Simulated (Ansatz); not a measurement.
BaGaSnH in space group P3m1 (No. 156; Ba on 1b, Ga on 1a, Sn on 1c, H on 1a), PBEsol in the plane-wave PAW code Ansatz. The conduction-band minimum lies at A, with 1 equivalent valley. Second derivatives d²E/dk² of the lowest band at one valley (eV·Å²), along Cartesian directions:

```tsv
direction	d²E/dk²
[100]	420.2
[010]	420.2
[001]	57.70
[110]	420.2
[101]	240.0
[011]	240.1
```

### Question
Find the principal effective masses, the density-of-states mass and the conductivity mass.

### Answer
Off-diagonal terms follow from H_xy = H[110] − (H_xx + H_yy)/2, and m*/mₑ = 7.620 eV·Å² over each eigenvalue: 0.018, 0.018, 0.13. One valley's DOS mass (m₁m₂m₃)^(1/3) = 0.035, conductivity mass 3/(Σ 1/mᵢ) = 0.025 mₑ.

### Question
What effective density of states Nc follows at 300 K for parabolic valleys?

### Answer
Nc = 2.509e19 × 1 × (0.035)^(3/2) ≈ 1.6e17 cm⁻³.

The workflow started from a Materials Project entry (that database holds measured and hypothetical structures alike); the Crystallography Open Database files this formula in space group No. 156, but the cells were not matched. Whether it is the stable phase at ambient conditions was not checked. Symmetry was held in the PBEsol relaxation; its stability against distortions is not shown here. Scalar-relativistic: spin–orbit coupling is off unless named, which matters more the heavier the elements.

Potentials: the later of the program's two PAW sets.

Edges and masses are those of Kohn–Sham bands, whose gap is no quasiparticle gap.
